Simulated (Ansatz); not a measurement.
Relaxed Nb (bcc, W type):

```xyz
2
Lattice="-3.3096 3.3096 3.3096 1.6548 -1.6548 1.6548 1.6548 1.6548 -1.6548" Properties=species:S:1:pos:R:3 pbc="T T T"
Nb     0.0000     0.0000     0.0000
Nb    -1.6548     1.6548     1.6548
```

In this cell atom 2 (Nb, nearest neighbour Nb at 2.866 Å; its periodic images, 2.9 Å or more away, move with it) is moved by s along Cartesian x, unit vector (1.000, 0.000, 0.000); all other atoms and the cell stay fixed.

Calculation: PBE (plane waves to 420 eV, PAW, scalar-relativistic; Ansatz, a quantum-chemistry and plane-wave program). k mesh 8×16×16 (Γ-centred), Fermi-Dirac smearing 0.05 eV. With partly filled bands, energies and forces of such displacements shift with the k mesh and the smearing. F∥ is the force on the atom along that direction. On this mesh the relaxed cell isn't quite at rest: it carries a pressure of -0.1 GPa (compression positive) at the zero of the scan. Nb is run without spin polarisation. Nb was relaxed with its symmetry unable to fall. The PAW data are Ansatz's earlier set. 

```json
[
 {"s (Å)": "-0.290", "F∥ (eV/Å)": "1.052"},
 {"s (Å)": "-0.232", "F∥ (eV/Å)": "0.925"},
 {"s (Å)": "-0.174", "F∥ (eV/Å)": "0.759"},
 {"s (Å)": "-0.116", "F∥ (eV/Å)": "0.549"},
 {"s (Å)": "-0.058", "F∥ (eV/Å)": "0.288"},
 {"s (Å)": "0.000", "F∥ (eV/Å)": "0.000"},
 {"s (Å)": "0.058", "F∥ (eV/Å)": "-0.288"},
 {"s (Å)": "0.116", "F∥ (eV/Å)": "-0.549"},
 {"s (Å)": "0.174", "F∥ (eV/Å)": "-0.759"},
 {"s (Å)": "0.232", "F∥ (eV/Å)": "-0.925"},
 {"s (Å)": "0.290", "F∥ (eV/Å)": "-1.052"}
]
```

**Question.** What is the force constant k = d²E/ds² of this move at s = 0?

**Answer.** 5.03 eV/Å². The forces along the line at the two nearest points give (0.288 − (-0.288)) / (2·0.058) = 4.97 eV/Å²; the next pair corrects for the finite step.

(A displaced cell: forces are minus the slopes of the energy, force constants its curvatures, and phonons follow from these.)
